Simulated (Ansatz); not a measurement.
## Perovskite alloy of BaZrO3 and BaHfO3 (6 of 8 Zr sites exchanged), 40 atoms

Ansatz, PAW, plane waves. PBEsol relaxation of volume and atoms (shape held) at the single k point (¼, ¼, ¼) without its symmetry partners; single points on the relaxed atoms at the Γ point alone, onto which points of the small cell's zone fold. Arrangement: random. No spin–orbit coupling unless named.

Relaxed structure:

```xyz
40
Lattice="8.3263 0.0000 0.0000 0.0000 8.3263 0.0000 0.0000 0.0000 8.3263" Properties=species:S:1:pos:R:3 pbc="T T T"
Ba    8.3233    0.0105    0.0025
Ba    8.3228    0.0122    4.1653
Ba    8.3227    4.1738    0.0023
Ba    8.3229    4.1733    4.1666
Ba    4.1649    0.0102    0.0029
Ba    4.1627    0.0096    4.1651
Ba    4.1648    4.1741    0.0019
Ba    4.1643    4.1744    4.1647
Zr    2.0806    2.0905    2.0832
Zr    2.0803    6.2533    6.2475
Hf    2.0803    2.0901    6.2462
Hf    2.0803    6.2534    2.0841
Hf    6.2431    2.0898    2.0838
Hf    6.2434    2.0903    6.2470
Hf    6.2439    6.2528    2.0843
Hf    6.2441    6.2537    6.2476
O     2.0733    2.0838    8.3210
O     2.0853    2.0880    4.1703
O     2.0863    6.2535    0.0088
O     2.0795    6.2475    4.1594
O     6.2483    2.0890    0.0011
O     6.2370    2.0841    4.1649
O     6.2411    6.2463    0.0030
O     6.2489    6.2513    4.1657
O     8.3178    2.0863    2.0882
O     8.3236    2.0847    6.2373
O     8.3247    6.2512    2.0808
O     8.3185    6.2524    6.2531
O     4.1692    2.0871    2.0752
O     4.1627    2.0906    6.2502
O     4.1641    6.2500    2.0894
O     4.1697    6.2465    6.2451
O     2.0828    0.0008    2.0862
O     2.0816    0.0132    6.2426
O     2.0809    4.1766    2.0807
O     2.0760    4.1640    6.2479
O     6.2429    0.0066    2.0805
O     6.2416    0.0072    6.2502
O     6.2442    4.1702    2.0857
O     6.2476    4.1697    6.2456
```

Problem. What are the mean bond lengths by pair (pairs within 1.2 times the sum of covalent radii, less contacts 15 % beyond the pair's median; cation–cation pairs of compounds aside; long ionic contacts are cut short by that bound)?

Solution. Ba–O 2.944 ± 0.005 Å (standard deviation, 96 bonds); Hf–O 2.079 ± 0.003 Å (standard deviation, 36 bonds); O–Zr 2.088 ± 0.001 Å (standard deviation, 12 bonds).

Problem. What gap lies between the top filled and the lowest empty level in the single points?

Solution. HSE06 4.88 eV (34 s on NVIDIA H100); r²SCAN 3.88 eV (27 s on 2 threads of EPYC 7R13).
